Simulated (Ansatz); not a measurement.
BiClO:
```yaml
crystal:
  lattice:
    - [3.88862, 0.00000, 0.00000]
    - [0.00000, 3.88862, 0.00000]
    - [0.00000, 0.00000, 7.42689]
  atoms:
    - { symbol: Bi, position: [0.00000, 0.50000, 0.83110] }
    - { symbol: Bi, position: [0.50000, 0.00000, 0.16890] }
    - { symbol: Cl, position: [0.50000, 0.00000, 0.65058] }
    - { symbol: Cl, position: [0.00000, 0.50000, 0.34942] }
    - { symbol: O, position: [0.00000, 0.00000, 0.00000] }
    - { symbol: O, position: [0.50000, 0.50000, 0.00000] }
```

Relaxed with r²SCAN+D4.

Give the Bader charges and basin volumes of the independent atoms, r²SCAN+D4 in the plane-wave PAW code Ansatz.



```json
[
 {"atom": "Bi1", "Bader charge (e)": "+1.94", "Bader volume (Å³)": "18.1"},
 {"atom": "Cl3", "Bader charge (e)": "-0.70", "Bader volume (Å³)": "26.3"},
 {"atom": "O5", "Bader charge (e)": "-1.24", "Bader volume (Å³)": "11.8"}
]
```

Space group P4/nmm. The workflow started from a Materials Project entry (that database holds measured and hypothetical structures alike); the Crystallography Open Database files this formula in space group No. 129, but the cells were not matched. Whether it is the stable phase at ambient conditions was not checked. The cell was relaxed with r²SCAN+D4 under the symmetry of its start; whether a distortion lowers the energy is not shown. Spin–orbit coupling is left out wherever it is not named.

Potentials: the later of the program's two PAW sets.
